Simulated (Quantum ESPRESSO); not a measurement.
ScTa₃Mo₃W (simulated cell) (calculated)

Calculation on a made-up metal alloy cell, not a measurement: no spin or spin-orbit, unrelaxed, 2900 K smearing, stress positive in tension, cell energy less fitted offsets; periodic Kohn-Sham density functional theory in plane waves with PseudoDojo standard norm-conserving scalar-relativistic pseudopotentials, each functional with its own files (v0.5 for PBE, v0.4.1 for LDA and PBEsol), eight atoms on drawn sites of a strained close-packed or body-centred lattice, each displaced and held fixed; the energy is the cell's free energy, ions and the entropy term -TS included, at the stated Fermi-Dirac width, less a fixed offset for each atom's element (shifted free energy); compositions with an open d shell lost a parallel starting moment in a cheaper test run, and other magnetic orders were not tried; an error bar is the largest change of its kind in a tighter rerun, never given below 0.002 eV, 0.02 GPa or 0.003 eV/angstrom, and covers cutoff and k-mesh only, not smearing or the files. Program: Quantum ESPRESSO 7.5.

```json
{"formula": "ScTa3Mo3W", "kind": "simulated cell", "structure": {"cell_angstrom": [[-4.193, 0.0227, -0.0217], [0.0444, -4.1849, 4.1925], [-0.0231, 6.3385, 2.1573]], "atoms_fractional": [["Ta", 0.00543, -0.01333, 0.00525], ["Sc", 0.02727, 0.24428, 0.49772], ["Mo", -0.00509, 0.49277, 0.00048], ["Mo", 0.00813, 0.75605, 0.50959], ["Ta", 0.51008, 0.11471, 0.7504], ["W", 0.49435, 0.38625, 0.23608], ["Mo", 0.50748, 0.62966, 0.76519], ["Ta", 0.52128, 0.88884, 0.2611]]}, "settings": {"lattice_type": "face-centred cubic", "functional": "pbe", "cutoff [eV]": 1143, "fermi_dirac_smearing [eV]": 0.25, "electrons_removed": 0, "run_command": "mpirun -np 4 pw.x -nk 4 -in in", "run_processor": "Intel Xeon, 2023 or later, virtual cores", "k_mesh": "6 x 5 x 4 shifted half a step off Gamma on each axis", "atom_site": [1, 2, 3, 4, 5, 6, 7, 8], "atom_energy_offset [eV]": [-1771.44, -1317.21, -1911.95, -1911.95, -1771.44, -2063.48, -1911.95, -1771.44]}, "results": {"entropy_term_negative_ts [eV]": -2.263, "pressure [GPa]": -7.44, "stress_xx [GPa]": 7.56, "stress_yy [GPa]": 7.37, "stress_zz [GPa]": 7.4, "stress_yz [GPa]": -1.7, "stress_xz [GPa]": -0.03208, "stress_xy [GPa]": -0.4, "force_site": [1, 2, 3, 4, 5, 6, 7, 8], "force_x [eV/angstrom]": [-0.153, 0.469, -0.227, -0.043, 0.013, -0.34, -0.126, 0.407], "force_y [eV/angstrom]": [-0.563, -0.45, 0.617, -0.122, 0.404, 0.087, 0.051, -0.025], "force_z [eV/angstrom]": [-0.114, 1.211, 0.161, -0.45, 0.205, 0.27, -0.566, -0.718], "shifted_free_energy [eV]": 0.584}, "notes": ["heavy elements are run without spin-orbit coupling, which real alloys of them have", "a spin test at this wide smearing found no moment, but such smearing suppresses magnetism that the real alloy may have", "lattice, volume and sites are drawn at random and may be unstable or far from any real phase", "energies are for the whole cell, less offsets fitted to these runs, so they are not formation energies", "error bars: energy 0.0043 eV, stress 0.023 GPa, force 0.0033 eV/Å, from a tighter rerun of a related cell, whose elements or sites may differ", "21 SCF iterations, 481 s of wall time on a shared machine"]}
```
